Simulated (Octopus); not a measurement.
## CSi (F-43m, No. 216): band energies at special points

CSi (F-43m, No. 216):
```
CELL_PARAMETERS angstrom
      0.00000     2.17699     2.17699
      2.17699     0.00000     2.17699
      2.17699     2.17699     0.00000
ATOMIC_POSITIONS crystal
  Si 0.75000 0.75000 0.75000
  C  0.00000 0.00000 0.00000
```
The cell is a database entry, not relaxed again.

Level: LDA. Code: Octopus 16.4. Numerical set-up: grid spacing about 0.18 Å, Γ-centred 8×8×8 k-mesh, no spin polarisation; Troullier-Martins for Si C.

Energies in eV against the valence band top; 8 electrons a cell outside the pseudopotentials' cores.

```
k-point (reduced)          band 1  band 2  band 3  band 4  band 5  band 6  band 7
-------------------------  ------  ------  ------  ------  ------  ------  ------
Γ (0.000, 0.000, 0.000)    -15.28    0.00    0.00    0.00    6.42    7.28    7.28
X (-0.500, -0.500, 0.000)  -10.17   -7.77   -3.19   -3.19    1.39    4.29   13.83
U (-0.375, -0.375, 0.250)  -10.17   -7.23   -5.56   -2.59    3.12    7.72   11.77
K (-0.375, 0.000, 0.375)   -10.17   -7.23   -5.56   -2.59    3.12    7.72   11.77
L (0.000, 0.000, 0.500)    -11.65   -8.53   -1.05   -1.05    5.50    7.23    7.23
W (-0.500, -0.250, 0.250)   -9.92   -6.97   -5.01   -4.70    5.19    9.40    9.45
```
